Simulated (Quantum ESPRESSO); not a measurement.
## Band energies of BP at -3 % isotropic strain

```
CELL_PARAMETERS angstrom
      0.00000     2.19255     2.19255
      2.19255     0.00000     2.19255
      2.19255     2.19255     0.00000
ATOMIC_POSITIONS crystal
  B  0.00000 0.00000 0.00000
  P  0.75000 0.75000 0.75000
```

PBEsol (pw.x of Quantum ESPRESSO, ONCV potentials, no spin-orbit coupling); path ΓXWKΓLUWLK,UX; energies in eV from the valence-band maximum.

```csv
k (1/Å),point,band 1,band 2,band 3,band 4,band 5,band 6,band 7
0.00,Γ,-16.44,0.00,0.00,0.00,3.54,3.54,3.54
0.44,,-15.82,-1.73,-1.73,-1.64,2.54,5.94,5.94
0.99,,-13.39,-6.08,-3.94,-3.94,1.14,2.87,10.58
1.43,X,-11.01,-9.14,-4.51,-4.51,1.03,1.44,12.99
1.55,,-10.99,-9.10,-4.65,-4.65,1.25,1.68,12.71
2.15,W,-10.63,-8.48,-6.34,-6.15,5.22,6.89,7.82
2.66,K,-10.97,-8.65,-6.97,-3.84,1.94,6.14,10.34
3.16,,-13.33,-6.82,-5.79,-2.10,3.87,6.69,7.95
3.67,,-15.63,-3.19,-2.55,-0.45,4.32,4.73,5.49
4.18,Γ,-16.44,0.00,0.00,0.00,3.54,3.54,3.54
4.69,,-15.60,-4.11,-0.97,-0.97,4.43,4.78,4.78
5.11,,-13.82,-8.17,-1.71,-1.71,4.39,4.88,4.88
5.42,L,-12.68,-9.85,-1.88,-1.88,4.35,4.71,4.71
5.61,,-12.57,-9.75,-2.58,-2.11,4.11,5.18,5.30
6.10,,-11.43,-8.72,-6.46,-3.46,2.37,7.76,8.94
6.29,U,-10.97,-8.65,-6.97,-3.84,1.94,6.14,10.34
6.60,,-10.79,-8.54,-6.71,-5.23,3.94,6.29,8.78
6.80,W,-10.63,-8.48,-6.34,-6.15,5.22,6.89,7.82
7.08,,-11.24,-8.58,-6.30,-4.80,4.58,6.23,8.68
7.45,,-12.29,-9.48,-3.81,-2.75,4.05,5.16,7.25
7.81,L,-12.68,-9.85,-1.88,-1.88,4.35,4.71,4.71
7.90,,-12.66,-9.83,-2.04,-1.93,4.34,4.81,4.81
8.34,,-11.90,-9.11,-5.27,-3.04,2.87,7.53,8.00
8.69,K,-10.97,-8.65,-6.97,-3.84,1.94,6.14,10.34
8.69,U,-10.97,-8.65,-6.97,-3.84,1.94,6.14,10.34
9.20,X,-11.01,-9.14,-4.51,-4.51,1.03,1.44,12.99
```

The PBEsol gap is indirect, 0.99 eV, from Γ to 85 % of the way from Γ to X; the smallest direct gap is 3.54 eV.

Geometry strained from the cell relaxed with PBEsol, atoms relaxed again.
